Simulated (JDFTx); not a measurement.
An input for JDFTx (a modified build) (W(110), CANDLE, water, 1 M NaF; bohr, hartree) and the course of its log:

```
lattice \
  5.9910365274 2.9955182637 0.0000000000 \
  0.0000000000 4.2363025539 0.0000000000 \
  0.0000000000 0.0000000000 42.8967830290
coords-type Lattice
ion W 0.5000000000 0.0000000000 -0.1481335750 0
ion W 0.0000000000 0.0000000000 -0.0493778580 0
ion W 0.5000000000 0.0000000000 0.0493778580 0
ion W 0.0000000000 0.0000000000 0.1481335750 0
ion-species pseudo/w_pbe_v1.2.upf
elec-cutoff 20 100
elec-ex-corr gga-PBE
coulomb-interaction Slab 001
coulomb-truncation-embed 0 0 0
kpoint-folding 10 10 1
elec-smearing Fermi 0.01
elec-n-bands 39
target-mu -0.148467
symmetries none
electronic-scf nIterations 100 energyDiffThreshold 1e-07
fluid LinearPCM
pcm-variant CANDLE
fluid-solvent H2O
fluid-cation Na+ 1
fluid-anion F- 1
fluid-minimize nIterations 400 knormThreshold 1e-11
wavefunction read f0.wfns
elec-initial-eigenvals f0.eigenvals
elec-initial-fillings read f0.fillings
fluid-initial-state f0.fluidState
dump-name f0_u0.$VAR
dump End State Ecomponents EigStats BandEigs Forces ElecDensity IonicPositions Fillings Kpoints Dtot FluidDebug BoundCharge FluidDensity
```

```
[one cycle in 5 is shown, and the last three; fluid-solver lines are left out]
	FillingsUpdate:  mu: -0.148467000  nElectrons: 57.701117
SCF: Cycle:  0   G: -265.565692484252736   dG: +9.038e-01   |Residual|: 9.423e-02   |deigs|: 5.964e-09
	FillingsUpdate:  mu: -0.148467000  nElectrons: 56.348361
SCF: Cycle:  5   G: -266.445926856054257   dG: +8.290e-03   |Residual|: 1.628e-02   |deigs|: 8.257e-04
	FillingsUpdate:  mu: -0.148467000  nElectrons: 56.437704
SCF: Cycle: 10   G: -266.419736852939650   dG: -1.966e-03   |Residual|: 2.300e-02   |deigs|: 2.182e-04
	FillingsUpdate:  mu: -0.148467000  nElectrons: 56.678279
SCF: Cycle: 15   G: -266.347923499557339   dG: -9.808e-02   |Residual|: 3.502e-02   |deigs|: 2.336e-03
	FillingsUpdate:  mu: -0.148467000  nElectrons: 58.277266
SCF: Cycle: 20   G: -264.748173951289743   dG: +1.482e+00   |Residual|: 1.274e-01   |deigs|: 1.470e-02
	FillingsUpdate:  mu: -0.148467000  nElectrons: 57.368748
SCF: Cycle: 25   G: -265.906193596715127   dG: -9.105e-02   |Residual|: 7.232e-02   |deigs|: 1.105e-03
	FillingsUpdate:  mu: -0.148467000  nElectrons: 56.114778
SCF: Cycle: 30   G: -266.468531534764850   dG: -3.634e-01   |Residual|: 1.125e-02   |deigs|: 1.276e-02
	FillingsUpdate:  mu: -0.148467000  nElectrons: 54.641995
SCF: Cycle: 35   G: -265.130181517135043   dG: +7.782e-01   |Residual|: 9.389e-02   |deigs|: 7.290e-03
	FillingsUpdate:  mu: -0.148467000  nElectrons: 56.317208
SCF: Cycle: 40   G: -266.468190486704998   dG: -4.729e-03   |Residual|: 5.912e-03   |deigs|: 6.497e-04
	FillingsUpdate:  mu: -0.148467000  nElectrons: 56.236429
SCF: Cycle: 45   G: -266.471575177222974   dG: -6.738e-05   |Residual|: 1.011e-03   |deigs|: 6.008e-05
	FillingsUpdate:  mu: -0.148467000  nElectrons: 56.221906
SCF: Cycle: 50   G: -266.471656070989411   dG: -9.098e-08   |Residual|: 2.413e-05   |deigs|: 6.342e-06
	FillingsUpdate:  mu: -0.148467000  nElectrons: 56.221504
SCF: Cycle: 55   G: -266.471656025920879   dG: +3.239e-08   |Residual|: 2.172e-05   |deigs|: 1.620e-06
	FillingsUpdate:  mu: -0.148467000  nElectrons: 56.221838
SCF: Cycle: 60   G: -266.471656083346772   dG: -1.884e-08   |Residual|: 1.664e-05   |deigs|: 3.887e-06
	FillingsUpdate:  mu: -0.148467000  nElectrons: 56.222367
SCF: Cycle: 65   G: -266.471655837530875   dG: +2.236e-07   |Residual|: 5.183e-05   |deigs|: 1.093e-05
	FillingsUpdate:  mu: -0.148467000  nElectrons: 56.221235
SCF: Cycle: 70   G: -266.471655984468327   dG: +3.699e-09   |Residual|: 4.960e-05   |deigs|: 8.145e-06
	FillingsUpdate:  mu: -0.148467000  nElectrons: 56.220719
SCF: Cycle: 75   G: -266.471655562059027   dG: +3.387e-07   |Residual|: 8.045e-05   |deigs|: 2.033e-05
	FillingsUpdate:  mu: -0.148467000  nElectrons: 56.222224
SCF: Cycle: 80   G: -266.471655886991414   dG: +6.647e-08   |Residual|: 6.161e-05   |deigs|: 1.215e-05
	FillingsUpdate:  mu: -0.148467000  nElectrons: 56.222002
SCF: Cycle: 85   G: -266.471655901648433   dG: -2.734e-07   |Residual|: 6.868e-05   |deigs|: 9.649e-06
	FillingsUpdate:  mu: -0.148467000  nElectrons: 56.221177
SCF: Cycle: 90   G: -266.471655897416781   dG: +4.124e-08   |Residual|: 6.414e-05   |deigs|: 1.390e-05
	FillingsUpdate:  mu: -0.148467000  nElectrons: 56.223760
SCF: Cycle: 95   G: -266.471654709168718   dG: +1.299e-06   |Residual|: 1.255e-04   |deigs|: 2.499e-05
	FillingsUpdate:  mu: -0.148467000  nElectrons: 56.221910
SCF: Cycle: 97   G: -266.471655930028646   dG: -2.990e-07   |Residual|: 6.716e-05   |deigs|: 1.135e-05
	FillingsUpdate:  mu: -0.148467000  nElectrons: 56.221947
SCF: Cycle: 98   G: -266.471656064655008   dG: -1.346e-07   |Residual|: 2.185e-05   |deigs|: 4.334e-06
	FillingsUpdate:  mu: -0.148467000  nElectrons: 56.221574
SCF: Cycle: 99   G: -266.471656040676066   dG: +2.398e-08   |Residual|: 4.518e-05   |deigs|: 3.871e-06
SCF: None of the convergence criteria satisfied after 100 iterations.
IonicMinimize: Iter:   0  G: -266.471656040676066  |grad|_K:  0.000e+00
IonicMinimize: Converged (|grad|_K<1.000000e-04).
```

This run gave no converged result. The loop ran out of cycles short of its threshold. It has stalled and not diverged: the last ten energies span 1e-06 Ha, so the total is near its end, but levels, forces and the electron count aren't shown converged.
